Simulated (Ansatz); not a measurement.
Computed with DFT PBE, scalar-relativistic, plane waves, PAW in Ansatz 0.2.0. Settings: cutoff 420 eV, Γ-centred meshes spaced at most about 0.3 Å⁻¹, and about 0.25 Å⁻¹ or finer for metals (2π included), Gaussian smearing. No spin polarisation in the final relaxations.

Temperature and zero-point effects are left out.

Compare these two cells of Sn2Te3Pt, each relaxed at this level.

A.

```
CELL_PARAMETERS angstrom
3.84202 2.21819 3.49387
-3.84202 2.21819 3.49387
0.00000 -4.43638 3.49387
ATOMIC_POSITIONS crystal
Sn 0.64593 0.64593 0.64593
Sn 0.35407 0.35407 0.35407
Te 0.00000 0.50000 0.00000
Te 0.50000 0.00000 0.00000
Te 0.00000 0.00000 0.50000
Pt 0.00000 0.00000 0.00000
```

B.

```
CELL_PARAMETERS angstrom
3.67049 0.00000 0.00000
0.00000 3.67049 0.00000
0.00000 0.00000 11.52959
ATOMIC_POSITIONS crystal
Sn 0.50000 0.50000 0.32344
Sn 0.50000 0.50000 0.67656
Te 0.00000 0.00000 0.86799
Te 0.00000 0.00000 0.13201
Te 0.00000 0.00000 0.50000
Pt 0.50000 0.50000 0.00000
```

**Question.** Which is lower in energy, and by how much?

**Answer.** A is lower, by 107 meV/atom. A has space group R-3m (No. 166), 29.8 Å³/atom and no gap on its mesh; B has Sn and Pt ordered on caesium chloride sites, space group P4/mmm (No. 123), 25.9 Å³/atom and no gap. Counting Te atoms around Pt and Sn (those within 1.25 times the shortest such distance or 1.15 times the sum of covalent radii; the shortest distance is added where it is long for a bond), A has Sn 3, Pt 6 and B has Sn 8 from 3.3 Å, Pt 8. The lower one is the more open, so pressure narrows the difference. Both come from invented guesses.

Spin–orbit coupling, which can matter for Pt and Te, is left out. Cells relaxed within their symmetry can be saddle points.
